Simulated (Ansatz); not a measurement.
Wurtzite alloy of AlN and SiC (9 of 48 Al sites, 9 of 48 N sites exchanged), 96 atoms

Ansatz, PAW, plane waves. PBEsol relaxation of cell lengths and atoms (angles held) at the single k point (¼, ¼, ¼) without its symmetry partners; single points on the relaxed atoms at the Γ point alone, onto which points of the small cell's zone fold. Arrangement: unlike neighbours preferred. No spin–orbit coupling unless named.

Relaxed structure:

```
CELL_PARAMETERS angstrom
9.31894 0.00000 0.00000
0.00000 10.79636 0.00000
0.00000 0.00000 10.00698
ATOMIC_POSITIONS crystal
Al 0.16747 0.08348 0.24954
Al 0.16582 0.08411 0.74831
Al 0.99776 0.33657 0.24868
Al 0.00125 0.33263 0.74740
Al 0.49989 0.08307 0.75013
Al 0.33106 0.33512 0.24179
Al 0.33274 0.33563 0.74549
Al 0.17136 0.58865 0.24831
Al 0.16516 0.58490 0.74958
Al 0.00088 0.83134 0.75009
Al 0.83485 0.08006 0.24643
Al 0.83548 0.08397 0.74767
Al 0.66916 0.33418 0.24985
Al 0.66604 0.33386 0.74882
Al 0.49978 0.58569 0.24666
Al 0.50265 0.58028 0.74952
Al 0.33224 0.83105 0.25079
Al 0.83251 0.58303 0.24494
Al 0.83477 0.58534 0.74592
Al 0.66746 0.83146 0.24800
Al 0.66528 0.82869 0.75169
Al 0.00105 0.16700 0.49927
Al 0.33497 0.16686 0.99930
Al 0.16550 0.41804 0.50055
Al 0.16467 0.41924 0.99975
Al 0.99964 0.66549 0.50008
Al 0.00141 0.66788 0.99793
Al 0.66904 0.16659 0.50269
Al 0.66314 0.16638 0.99993
Al 0.50032 0.41723 0.50074
Al 0.33385 0.66252 0.99494
Al 0.16827 0.91640 0.50313
Al 0.16556 0.91619 0.99922
Al 0.83407 0.41650 0.00017
Al 0.66758 0.66570 0.50226
Al 0.66949 0.66341 0.00029
Al 0.49980 0.91392 0.50216
Al 0.49898 0.91656 0.99911
Al 0.83526 0.91485 0.99502
Si 0.49760 0.08410 0.25161
Si 0.99908 0.83428 0.24793
Si 0.33412 0.83243 0.74772
Si 0.00071 0.16739 0.00053
Si 0.33149 0.16914 0.49907
Si 0.50009 0.41590 0.99875
Si 0.33459 0.66681 0.50116
Si 0.83462 0.41773 0.50033
Si 0.83051 0.91792 0.50264
C 0.00087 0.16719 0.18330
C 0.00187 0.16677 0.68780
C 0.33693 0.67093 0.18414
C 0.33607 0.67499 0.68517
C 0.83120 0.91406 0.68180
C 0.33381 0.32511 0.43795
C 0.34052 0.33593 0.94337
C 0.83339 0.57496 0.44034
C 0.83674 0.58153 0.93869
N 0.34391 0.15699 0.19154
N 0.33703 0.16265 0.67781
N 0.16160 0.42217 0.19130
N 0.16488 0.42046 0.68942
N 0.00068 0.68008 0.19563
N 0.00304 0.66910 0.68621
N 0.65493 0.15984 0.19633
N 0.66240 0.16664 0.69047
N 0.50554 0.41561 0.18075
N 0.50317 0.41604 0.68783
N 0.15813 0.91306 0.19492
N 0.17827 0.91294 0.69311
N 0.83090 0.41515 0.18830
N 0.83160 0.41505 0.67967
N 0.66646 0.66929 0.19126
N 0.66374 0.66602 0.68978
N 0.49982 0.92880 0.19577
N 0.49069 0.91486 0.69217
N 0.84102 0.90971 0.19002
N 0.17940 0.08189 0.44103
N 0.16154 0.08496 0.94370
N 0.98975 0.33701 0.44106
N 0.99830 0.32294 0.94129
N 0.49271 0.08364 0.43456
N 0.49993 0.08013 0.93867
N 0.17642 0.59130 0.44253
N 0.16567 0.58476 0.93788
N 0.99267 0.84226 0.43019
N 0.00325 0.83623 0.93995
N 0.82988 0.07283 0.43684
N 0.83782 0.08765 0.94643
N 0.67669 0.33377 0.44206
N 0.65981 0.33373 0.94340
N 0.49191 0.58857 0.44172
N 0.50326 0.57286 0.94119
N 0.33373 0.82728 0.44265
N 0.33367 0.83629 0.92782
N 0.67264 0.83998 0.43918
N 0.66332 0.83461 0.94423
```

(1) What are the mean bond lengths by pair (pairs within 1.2 times the sum of covalent radii, less contacts 15 % beyond the pair's median; cation–cation pairs of compounds aside; long ionic contacts are cut short by that bound)?

(2) What gap lies between the top filled and the lowest empty level in the single points?

Results:

(1) Al–C 1.922 ± 0.034 Å (standard deviation, 29 bonds); Al–N 1.919 ± 0.038 Å (standard deviation, 127 bonds); C–Si 1.811 ± 0.018 Å (standard deviation, 7 bonds); N–Si 1.802 ± 0.030 Å (standard deviation, 29 bonds).

(2) HSE06 4.47 eV (3.5 min on 7 threads of Neoverse-V2).
